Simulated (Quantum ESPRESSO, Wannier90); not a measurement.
## Mo (bcc (W type)): Wannier90 run

Cell from Materials Project (mp-129), symmetrised, no further relaxation. This is the element's usual structure. Level: PBEsol, spinors with spin-orbit coupling; pw.x of Quantum ESPRESSO at 64 Ry with PseudoDojo potentials, 10×10×10 k-points, Wannier90. Density: 18×18×18 mesh, cold smearing 0.01 Ry.

On the energy scale of pw.x, whose zero is arbitrary, the Fermi level lies at 20.85 eV.

Input w.win:

```
num_bands = 2
num_wann = 2
exclude_bands = 1-2,5-42
spinors = true
num_iter = 1000
conv_tol = 1.0e-6
conv_window = 4
write_hr = true
write_u_matrices = true
auto_projections = true
begin unit_cell_cart
ang
   -1.5838100000    1.5838100000    1.5838100000
    1.5838100000   -1.5838100000    1.5838100000
    1.5838100000    1.5838100000   -1.5838100000
end unit_cell_cart
begin atoms_frac
Mo   0.0000000000  0.0000000000  0.0000000000
end atoms_frac
mp_grid = 10 10 10
begin kpoints
0.0000000000 0.0000000000 0.0000000000
0.0000000000 0.0000000000 0.1000000000
0.0000000000 0.0000000000 0.2000000000
... (997 more lines: the 10x10x10 mesh through Gamma)
end kpoints
```

Input of pw2wannier90.x that gives the overlap and projection files (equivalent; here they were cut from one run over all bands):

```
&inputpp
  outdir = './out'
  prefix = 'pwscf'
  seedname = 'w'
  write_amn = .true.
  write_mmn = .true.
  scdm_proj = .true.
  scdm_entanglement = 'isolated'
/
```

Output w.wout (banner and timings cut):

```
                                    ------
                                    SYSTEM
                                    ------

                              Lattice Vectors (Ang)
                    a_1    -1.583810   1.583810   1.583810
                    a_2     1.583810  -1.583810   1.583810
                    a_3     1.583810   1.583810  -1.583810

                   Unit Cell Volume:      15.89166  (Ang^3)

                        Reciprocal-Space Vectors (Ang^-1)
                    b_1     0.000000   1.983567   1.983567
                    b_2     1.983567   0.000000   1.983567
                    b_3     1.983567   1.983567   0.000000

 *----------------------------------------------------------------------------*
 |   Site       Fractional Coordinate          Cartesian Coordinate (Ang)     |
 +----------------------------------------------------------------------------+
 | mo   1   0.00000   0.00000   0.00000   |    0.00000   0.00000   0.00000    |
 *----------------------------------------------------------------------------*
                                ------------
                                K-POINT GRID
                                ------------

             Grid size = 10 x 10 x 10      Total points = 1000

 *---------------------------------- MAIN ------------------------------------*
 |  Number of Wannier Functions               :                 2             |
 |  Number of Objective Wannier Functions     :                 2             |
 |  Number of input Bloch states              :                 2             |
 |  Output verbosity (1=low, 5=high)          :                 1             |
 |  Timing Level (1=low, 5=high)              :                 1             |
 |  Optimisation (0=memory, 3=speed)          :                 3             |
 |  Length Unit                               :               Ang             |
 |  Post-processing setup (write *.nnkp)      :                 F             |
 |  Using Gamma-only branch of algorithms     :                 F             |
 *----------------------------------------------------------------------------*
 *------------------------------- WANNIERISE ---------------------------------*
 |  Total number of iterations                :              1000             |
 |  Number of CG steps before reset           :                 5             |
 |  Trial step length for line search         :             2.000             |
 |  Convergence tolerence                     :         0.100E-05             |
 |  Convergence window                        :                 4             |
 |  Iterations between writing output         :                 1             |
 |  Iterations between backing up to disk     :               100             |
 |  Write r^2_nm to file                      :                 F             |
 |  Write xyz WF centres to file              :                 F             |
 |  Write on-site energies <0n|H|0n> to file  :                 F             |
 |  Use guiding centre to control phases      :                 F             |
 |  Use phases for initial projections        :                 F             |
 *----------------------------------------------------------------------------*
 *-------------------------------- PLOTTING ----------------------------------*
 |  Plotting Hamiltonian in WF basis          :                 T             |
 *----------------------------------------------------------------------------*

       ... (k-mesh section left out)

 Starting a new Wannier90 calculation ...

 Reading overlaps from w.mmn

 Reading projections from w.amn

 *------------------------------- WANNIERISE ---------------------------------*
 +--------------------------------------------------------------------+<-- CONV
 | Iter  Delta Spread     RMS Gradient      Spread (Ang^2)            |<-- CONV
 +--------------------------------------------------------------------+<-- CONV

 ------------------------------------------------------------------------------
 Initial State
  WF centre and spread    1  ( -0.000038, -0.000079,  0.000017 )     0.64404120
  WF centre and spread    2  (  0.000038,  0.000079, -0.000017 )     0.63109986
  Sum of centres and spreads ( -0.000000,  0.000000, -0.000000 )     1.27514106

      0     0.128E+01     0.0000000000        1.2751410629  <-- CONV
        O_D=      0.0378178 O_OD=      0.0174994 O_TOT=      1.2751411 <-- SPRD
 ------------------------------------------------------------------------------
      1    -0.512E-01     0.0403175073        1.2239749214  <-- CONV
        O_D=      0.0020465 O_OD=      0.0021046 O_TOT=      1.2239749 <-- SPRD
      2    -0.175E-02     0.0180173814        1.2222219363  <-- CONV
        O_D=      0.0010260 O_OD=      0.0013721 O_TOT=      1.2222219 <-- SPRD
      3    -0.891E-03     0.0124502396        1.2213306425  <-- CONV
        O_D=      0.0005424 O_OD=      0.0009644 O_TOT=      1.2213306 <-- SPRD
      4    -0.117E-03     0.0047530979        1.2212131929  <-- CONV
        O_D=      0.0004808 O_OD=      0.0009085 O_TOT=      1.2212132 <-- SPRD
      5    -0.500E-04     0.0026924187        1.2211631520  <-- CONV
        O_D=      0.0004561 O_OD=      0.0008832 O_TOT=      1.2211632 <-- SPRD
       ... (lines left out)
     11    -0.106E-06     0.0001357762        1.2211340701  <-- CONV
        O_D=      0.0004418 O_OD=      0.0008684 O_TOT=      1.2211341 <-- SPRD
     12    -0.549E-07     0.0000885125        1.2211340152  <-- CONV
        O_D=      0.0004418 O_OD=      0.0008684 O_TOT=      1.2211340 <-- SPRD
     13    -0.640E-08     0.0000395235        1.2211340088  <-- CONV
        O_D=      0.0004418 O_OD=      0.0008684 O_TOT=      1.2211340 <-- SPRD
             <<<     Delta < 1.000E-06  over  4 iterations     >>>
             <<< Wannierisation convergence criteria satisfied >>>
 Final State
  WF centre and spread    1  ( -0.000000, -0.000000, -0.000000 )     0.61056700
  WF centre and spread    2  (  0.000000,  0.000000,  0.000000 )     0.61056700
  Sum of centres and spreads ( -0.000000,  0.000000, -0.000000 )     1.22113401

         Spreads (Ang^2)       Omega I      =     1.219823841
        ================       Omega D      =     0.000441794
                               Omega OD     =     0.000868374
    Final Spread (Ang^2)       Omega Total  =     1.221134009
```
